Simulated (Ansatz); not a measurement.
Bi₂HSe₃:
```yaml
crystal:
  lattice:
    - [2.00612, 1.15823, 10.24847]
    - [-2.00612, 1.15823, 10.24847]
    - [0.00000, -2.31646, 10.24847]
  atoms:
    - { symbol: Se, position: [0.00118, 0.00118, 0.00118] }
    - { symbol: Bi, position: [0.60472, 0.60472, 0.60472] }
    - { symbol: Bi, position: [0.39903, 0.39903, 0.39903] }
    - { symbol: Se, position: [0.21263, 0.21263, 0.21263] }
    - { symbol: Se, position: [0.78621, 0.78621, 0.78621] }
    - { symbol: H, position: [0.16189, 0.16189, 0.16189] }
```

Relaxed with LDA. Special points in fractions of this cell's reciprocal vectors: Γ (0.000, 0.000, 0.000); T (0.500, 0.500, 0.500); H2 (0.825, 0.175, 0.500); H0 (0.500, -0.175, 0.175); L (0.500, 0.000, 0.000); S0 (0.338, -0.338, 0.000); S2 (0.662, 0.000, 0.338); F (0.500, 0.000, 0.500).

### Question
List the band energies nearest the Fermi level at these points for DFT-LDA in the program Ansatz with PAW potentials.

### Answer
In eV from the Fermi level; about four levels below and three above (degenerate sets whole), none deeper than 8.9 eV; points with the same levels are listed once.

```tsv
k	below	above
Γ	-1.65 -1.65 -1.04 -0.25	0.97 0.97 1.65
T	-1.93 -1.93 -1.83 -1.83 -1.70	0.25 1.16 1.16
H2	-2.96 -2.41 -1.89 -0.17	0.62 1.55 2.60
L	-3.30 -1.91 -1.71 -0.50	0.99 1.38 1.95
S0	-2.81 -2.59 -1.87 -0.16	0.73 1.42 2.77
F	-2.85 -2.28 -2.25 -0.60	1.00 1.50 1.77
```

Space group R3m. The start of the workflow was typed in or built on a structure type; neither database checked (COD, Materials Project) lists it. Whether it is the stable phase at ambient conditions was not checked. The cell was relaxed with LDA under the symmetry of its start; whether a distortion lowers the energy is not shown. A crystal of weakly bound layers computed without a dispersion correction: the cell and the soft elastic constants depend strongly on that. With an odd number of electrons in the cell and no spin polarisation, the count alone makes it a metal. Scalar-relativistic: spin–orbit coupling is off unless named, which matters more the heavier the elements.

Potentials: the later of the program's two PAW sets.
